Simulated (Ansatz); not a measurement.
Starting cell, BN (wurtzite):

```
BN
1.0
    5.10816     0.00000     0.00000
   -1.27704     2.21190     0.00000
    0.00000     0.00000     4.22393
B N
4 4
Cartesian
  1.27704   0.73730   4.22358
  3.83112   0.73730   4.22358
  0.00000   1.47460   2.11161
  2.55408   1.47460   2.11161
  1.27704   0.73730   2.64116
  3.83112   0.73730   2.64116
  0.00000   1.47460   0.52919
  2.55408   1.47460   0.52919
```

A phonon eigenvector at M = (0.5, 0.0, 0.0) is frozen into this cell: atom i moves by Q times the vector below, so Q is the largest atomic displacement, in Å. The cell is held. (q is in reciprocal vectors of the primitive cell; the cell shown is doubled to hold the pattern.)

| atom | x | y | z |
|---|---|---|---|
| B1 | 0.343 | 0.198 | 0.623 |
| B2 | -0.343 | -0.198 | -0.623 |
| B3 | -0.343 | -0.198 | 0.623 |
| B4 | 0.343 | 0.198 | -0.623 |
| N5 | 0.729 | 0.421 | -0.539 |
| N6 | -0.729 | -0.421 | 0.539 |
| N7 | -0.729 | -0.421 | -0.539 |
| N8 | 0.729 | 0.421 | 0.539 |

All values below come from PBE (plane waves to 420 eV, PAW, scalar-relativistic; Ansatz, a quantum-chemistry and plane-wave program). k mesh 15×15×8 (Γ-centred), Fermi-Dirac smearing 0.05 eV. Energies are smeared free energies. BN was relaxed with its symmetry unable to fall. The PAW data are Ansatz's earlier set. ΔE is measured from the undisplaced structure.

| Q (Å) | ΔE (meV/cell) |
|---|---|
| -0.100 | 1091 |
| -0.067 | 482 |
| -0.033 | 120 |
| 0.000 | 0 |
| 0.033 | 120 |
| 0.067 | 482 |
| 0.100 | 1091 |

Question: Which DFPT wavenumber at M = (0.5, 0.0, 0.0) belongs to this mode?
(A) 858 cm⁻¹
(B) 478 cm⁻¹
(C) 998 cm⁻¹
(D) 684 cm⁻¹

Answer: A, 858 cm⁻¹. The curvature of the scan gives 858 cm⁻¹

(For displaced atoms, the force is minus the slope of the energy, and its curvature is a force constant, which sets phonon frequencies.)
